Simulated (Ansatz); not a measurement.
Task: Each is relaxed and computed with plane-wave PAW r²SCAN (Ansatz code). Which is the only metal?
A) Rb2NaPdF6, I4/mmm (Pearson symbol tI20)
B) SiB3, Imma (Pearson symbol oI64)
C) YSi2Pd2, I4/mmm (Y on 2a, Pd on 4d, Si on 4e)
D) SiC, P6_422 (Si on 3c, C on 3d)

Result: C, YSi2Pd2, I4/mmm (Y on 2a, Pd on 4d, Si on 4e). YSi2Pd2: metal; Rb2NaPdF6: gap 0.92 eV (indirect); SiC: gap 1.18 eV (indirect); SiB3: gap 1.54 eV (indirect). Spin orders computed, not proven ground states: Rb2NaPdF6, I4/mmm (Pearson symbol tI20) ferromagnetic. Typed or built starts, not in the databases checked: SiC, P6_422 (Si on 3c, C on 3d). Not the usual ambient phase: SiC, P6_422 (Si on 3c, C on 3d). Standing as an ambient phase not checked: YSi2Pd2, I4/mmm (Y on 2a, Pd on 4d, Si on 4e); Rb2NaPdF6, I4/mmm (Pearson symbol tI20); SiB3, Imma (Pearson symbol oI64). All cells were relaxed under the symmetry of their starts (and spin orders); stability against distortions was not tested throughout. Rows with no word on spin ran without spin polarisation. Spin–orbit coupling is left out wherever it is not named.

Potentials: the later of the program's two PAW sets.
